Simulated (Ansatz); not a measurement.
BN:
Space group R3m, hexagonal axes (No. 160); a = b = 2.4880 Å, c = 9.6781 Å, α = β = 90.00°, γ = 120.00°

```tsv
atom	site	symmetry	x	y	z
B	3a	3m	0.0000	0.0000	0.0003
N	3a	3m	0.0000	0.0000	0.6673
```
(The calculation used a cell of 2 atoms; values per cell refer to that cell.)

Relaxed with LDA.

### Question
Give the optical modes at the zone centre with their infrared and Raman activity from DFPT, LDA (plane waves, PAW; program Ansatz).

### Answer
Transverse frequencies, without the LO–TO term; a row sums one degenerate level.

```json
[
 {"ω (cm⁻¹)": "759", "degeneracy": "1", "IR ((D/Å)²/amu)": "2.16", "Raman (Å⁴/amu)": "1.8", "activity": "IR+Raman", "symmetry": "A1"},
 {"ω (cm⁻¹)": "1388", "degeneracy": "2", "IR ((D/Å)²/amu)": "54.81", "Raman (Å⁴/amu)": "380", "activity": "IR+Raman", "symmetry": "E"}
]
```

### Question
How high does the top mode go among those that the LO–TO term moves?

### Answer
1615 cm⁻¹ for q along x, 1615 cm⁻¹ for q along y, 819 cm⁻¹ for q along z.

The first step of the workflow began from a Materials Project structure, measured or hypothetical; the Crystallography Open Database copy checked does not list it. It is not the phase usual at ambient conditions (space group No. 186, 194, 216). Symmetry was held in the LDA relaxation; phonons on a q-mesh show no instability. A crystal of weakly bound layers computed without a dispersion correction: the cell and the soft elastic constants depend strongly on that.

Potentials: the earlier of the program's two PAW sets.
